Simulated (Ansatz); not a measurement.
Computed with DFT PBE, scalar-relativistic, plane waves, PAW, and for the lanthanide a 4f-in-core norm-conserving potential (Ansatz). All cells share a 690 eV cutoff and Γ-centred k meshes spaced at most about 0.3 Å⁻¹ (about 0.25 or finer for metals, 2π included). No spin polarisation in the final relaxations.

These are static total energies at zero pressure.

Compare these two cells of TbBOs, each relaxed at this level.

1.

```
CELL_PARAMETERS angstrom
3.03045 0.00000 0.00000
0.00000 3.03045 0.00000
0.00000 0.00000 5.18057
ATOMIC_POSITIONS crystal
Tb 0.50000 0.50000 0.00000
B 0.50000 0.50000 0.50000
Os 0.00000 0.00000 0.50000
```

2.

```
CELL_PARAMETERS angstrom
3.65345 0.00000 0.00000
-1.82672 3.16398 0.00000
0.00000 0.00000 8.62148
ATOMIC_POSITIONS crystal
Tb 0.00000 0.00000 0.50000
Tb 0.00000 0.00000 0.00000
B 0.33333 0.66667 0.25000
B 0.66667 0.33333 0.75000
Os 0.33333 0.66667 0.75000
Os 0.66667 0.33333 0.25000
```

**Question.** Which is lower in energy, and by how much?

**Answer.** Cell 2 is lower, by 0.36 eV/atom. Cell 1 has space group P4/mmm (No. 123), 15.9 Å³/atom and no gap on its mesh; cell 2 has space group P6_3/mmc (No. 194), 16.6 Å³/atom and no gap. Counting B atoms around Os and Tb (those within 1.25 times the shortest such distance or 1.15 times the sum of covalent radii), cell 1 has Tb 2, Os 4 and cell 2 has Tb 6, Os 3. The lower one is the more open, so pressure narrows the difference. Both come from invented guesses.

Spin–orbit coupling, which can matter for Os, is left out. Cells relaxed within their symmetry can be saddle points.

The lanthanide is trivalent by construction, without f bands, f moments or other valences.
